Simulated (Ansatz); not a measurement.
Here is the system:

Starting cell, SnTe (rock salt):

```yaml
crystal:
  lattice:
    - [0.00000, 3.18510, 3.18510]
    - [3.18510, 0.00000, 3.18510]
    - [3.18510, 3.18510, 0.00000]
  atoms:
    - { symbol: Te, position: [0.00000, 0.00000, 0.00000] }
    - { symbol: Sn, position: [0.50000, 0.50000, 0.50000] }
```

In each cell atom 2 (Sn, nearest neighbour Te at 3.185 Å; its periodic images, 4.5 Å or more away, move with it) moves by s·(0.707, 0.707, 0.000) (along Cartesian [110]), the rest being held.

Method: r2SCAN (plane waves to 500 eV, PAW, scalar-relativistic; Ansatz, a quantum-chemistry and plane-wave program). k mesh 7×7×7 (Γ-centred), Fermi-Dirac smearing 0.05 eV. The energy includes the smearing's −TS. SnTe was relaxed with its symmetry unable to fall. Spin-orbit coupling is left out, though Te is heavy. The zero of ΔE is the undisplaced structure.

The scan covers s from -0.960 to 0.960 Å in 11 points.

**Question.** Is the energy the same for equal positive and negative displacements?

**Answer.** Even: the same for both signs. With its periodic images moving along, the atom's site symmetry in this cell is m-3m.

**Question.** What force acts on the atom along the line at s = -0.960 Å?

**Answer.** 3.66 eV/Å.

**Question.** What is the energy change at s = 0.960 Å?

**Answer.** 1192.7 meV/cell.

(For displaced atoms, the force is minus the slope of the energy, and its curvature is a force constant, which sets phonon frequencies.)
